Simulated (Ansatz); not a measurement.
Suppose BiH2 takes space group P-3m1 (No. 164), with Bi on 1a; H on 2d. Recipe of this trial structure of BiH2: close-packed anion layers stacked AB, with sites between them filled layer by layer (elements of the layers in order: H H).

Method: Ansatz, DFT PBE+D3(BJ), scalar-relativistic, plane waves, PAW. Cutoff 420 eV, Γ-centred mesh, Gaussian smearing, no spin polarisation.

Formation energies are uncorrected and refer to the elements' standard structures at the same level (H₂ as a molecule).

Problem. Predict the relaxed structure.

Solution.

Space group P-3m1 (No. 164). a = 3.817 Å, b = 3.817 Å, c = 3.309 Å, α = 90.00°, β = 90.00°, γ = 120.00°
| atom | site | symmetry | x | y | z |
| --- | --- | --- | --- | --- | --- |
| Bi | 1a | -3m. | 0.0000 | 0.0000 | 0.0000 |
| H | 2d | 3m. | 0.3333 | 0.6667 | 0.8403 |

Around Bi lie 6 H at 2.27 Å; H is surrounded by 3 Bi at 2.27 Å and 3 H at 2.44 Å. Another local minimum with the same sites may exist.

Problem. Where does its energy lie, and is it a metal?

Solution. The formation energy is +0.53 eV/atom and the gap on the 15×15×14 mesh of the 3-atom cell is 0 eV (a metal). A positive value: parting into the elements would lower its energy.

The last run used Gaussian smearing of 0.10 eV. Spin–orbit coupling, which can matter for Bi, is left out. The cell is a metal run without spin; a magnetic state may lie lower. With hydrogen, zero-point motion can shift formation energies by some tens of meV/atom. A structure relaxed within its symmetry needn't be a true minimum.
